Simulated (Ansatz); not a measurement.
BiTeI:
```yaml
crystal:
  lattice:
    - [4.30065, 0.00000, 0.00000]
    - [-2.15033, 3.72448, 0.00000]
    - [0.00000, 0.00000, 6.67712]
  atoms:
    - { symbol: Bi, position: [0.00000, 0.00000, 0.92084] }
    - { symbol: Te, position: [0.66667, 0.33333, 0.66660] }
    - { symbol: I, position: [0.33333, 0.66667, 0.23187] }
```

Relaxed with LDA.

**Question.** Give the Bader charges and basin volumes of the independent atoms, DFT-LDA in the program Ansatz with PAW potentials.

**Answer.** 

```json
[
 {"atom": "Bi1", "Bader charge (e)": "+0.75", "Bader volume (Å³)": "26.7"},
 {"atom": "Te2", "Bader charge (e)": "-0.34", "Bader volume (Å³)": "38.7"},
 {"atom": "I3", "Bader charge (e)": "-0.41", "Bader volume (Å³)": "41.6"}
]
```

Space group P3m1. The workflow started from a Materials Project entry (that database holds measured and hypothetical structures alike); the Crystallography Open Database files this formula in space group No. 156, but the cells were not matched. Its standing as an ambient phase is unchecked. Symmetry was held in the LDA relaxation; whether a distortion lowers the energy is not shown. A crystal of weakly bound layers computed without a dispersion correction: the cell and the soft elastic constants depend strongly on that. Spin–orbit coupling is left out wherever it is not named.

Potentials: the later of the program's two PAW sets.
